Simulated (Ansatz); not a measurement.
Consider a crystal of BeAu2S2 in space group P4/mmm (No. 123), with Be on 1d; S on 2e; Au on 2f.

Computed with DFT PBE, scalar-relativistic, plane waves, PAW in Ansatz 0.2.0. Cutoff 420 eV, Γ-centred mesh, Gaussian smearing, no spin polarisation.

Formation energies are uncorrected and refer to the elements' standard structures at the same level.

Question: Predict the relaxed structure.

Answer:

Space group P4/mmm (No. 123). a = 4.321 Å, b = 4.321 Å, c = 4.910 Å, α = 90.00°, β = 90.00°, γ = 90.00°
```csv
atom,site,symmetry,x,y,z
Be,1d,4/mmm,0.5000,0.5000,0.5000
S,2e,mmm.,0.0000,0.5000,0.5000
Au,2f,mmm.,0.0000,0.5000,0.0000
```

Be is surrounded by 4 S at 2.16 Å; S has 2 Be at 2.16 Å and 2 Au at 2.45 Å; around Au lie 2 S at 2.45 Å. Another local minimum with the same sites may exist.

Question: And its energy and gap?

Answer: The formation energy is +0.14 eV/atom and the gap on the 10×10×8 mesh of the 5-atom cell is 0 eV (a metal). A positive value: parting into the elements would lower its energy.

The last run used Gaussian smearing of 0.10 eV. Spin–orbit coupling, which can matter for Au, is left out. The reference form of S is held partly by dispersion forces, which this level lacks. Symmetry constrained the relaxation, so the result can be a saddle point. Another cell of BeAu2S2 relaxed alike, in I4/mmm, lies 121 meV/atom lower, so this cell isn't the stable form at this level.
